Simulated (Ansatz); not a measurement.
# Computed properties of SiC3 (ordering on diamond)

All numbers come from the PAW code Ansatz. No spin polarisation. The prototype was imposed, so other structures may be more stable.

An ordered 4-atom cell of SiC3 on the diamond lattice (P-4m2), relaxed with r2SCAN. Space group P-4m2 (No. 115), tetragonal; conventional cell a = 2.796 Å, c = 4.090 Å, 8.00 Å³ an atom. Around C lie 2 C at 1.65 Å and 2 Si at 1.82 Å; around C lie 4 C at 1.65 Å; around Si lie 4 C at 1.82 Å.

Band edges at fixed r2SCAN geometry:

| level | k mesh | gap (eV) | kind | edges | least direct gap (eV) | rough cost |
| --- | --- | --- | --- | --- | --- | --- |
| r2SCAN | 10×10×6 | 1.65 | indirect | Γ → M–Γ (0.15) | 2.15 | 6 core-seconds |
| HSE06 | 6×6×4 | 2.33 | indirect | (-0.004, 0, 0) → M–Γ (0.15) | 2.89 | 30 core-seconds |
| PBE0 | 6×6×4 | 3.06 | indirect | Γ → M–Γ (0.15) | 3.63 | 30 core-seconds |

Wave cutoffs: 420 eV, 500 eV (r2SCAN).
Points off the special ones are mesh points or PBE's searched band edges, reused at the other levels. PBE's own run along the path (1.41 eV) came before the search for the edges and missed one, so it isn't listed.
Costs come from shared machines and give only the order. The runs had 2 threads of Intel(R) Xeon(R) 6975P-C (Granite Rapids) (shared host).

HSE06 gives an indirect gap of 2.33 eV, from k = (-0.004, 0, 0) to M–Γ (0.15 of the way from M); the least direct gap is 2.89 eV at Γ.

All these functionals give a gap of the same kind, indirect.

r2SCAN (ground state on 8×8×6): The electronic dielectric tensor ε∞ is 6.76 along x and y, 6.91 along z. Born charges, averaged over directions: C -1.69 to +0.87, Si +2.50 e.

Coordinates of k points refer to the reciprocal vectors of the primitive cell of the runs.

The meshes of the hybrids are coarse, so their gaps aren't converged to the digits shown.
